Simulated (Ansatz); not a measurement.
Suppose CsLiSi₂ takes space group I4mm (No. 107), with Cs on 2a; Li on 2a; Si on 2a and 2a. The guess for CsLiSi₂ was made by a generator: Li between sheets of the CeSi2 type, stage 1 (host CsSi2; sites filled 1 of 1). A sheet's type names the database crystal that the layer was cut from.

All numbers below come from DFT PBE, scalar-relativistic, plane waves, PAW (Ansatz). Cutoff 420 eV, Γ-centred mesh, Gaussian smearing, no spin polarisation.

The zero of energy is the elements' standard structures at the same level; no fitted shifts are applied.

Problem. Predict the relaxed structure.

Solution.

Space group I4mm (No. 107). a = 5.098 Å, b = 5.098 Å, c = 11.988 Å, α = 90.00°, β = 90.00°, γ = 90.00°
```tsv
atom	site	symmetry	x	y	z
Cs	2a	4mm	0.0000	0.0000	0.0421
Li	2a	4mm	0.0000	0.0000	0.3408
Si	2a	4mm	0.5000	0.5000	0.2374
Si	2a	4mm	0.5000	0.5000	0.0593
```

Around Cs lie 1 Li at 3.58 Å, 5 Si at 3.61–3.65 Å and 4 Si at 4.30 Å; Li is surrounded by 1 Si at 2.62 Å and 1 Cs at 3.58 Å; Si on its first site has 1 Si at 2.13 Å and 1 Cs at 3.65 Å; Si on its second site is surrounded by 1 Si at 2.13 Å, 1 Li at 2.62 Å and 4 Cs at 3.61 Å. Another local minimum with the same sites may exist.

Problem. Where does its energy lie, and is it a metal?

Solution. The formation energy is +0.444 eV/atom and the gap on the 8×8×8 mesh of the 4-atom cell is 0.69 eV. It can't be a ground state, since the elements alone are lower.

The last run used Gaussian smearing of 0.02 eV. Kohn–Sham gaps at this level usually fall short of measured ones. Symmetry constrained the relaxation, so the result can be a saddle point.
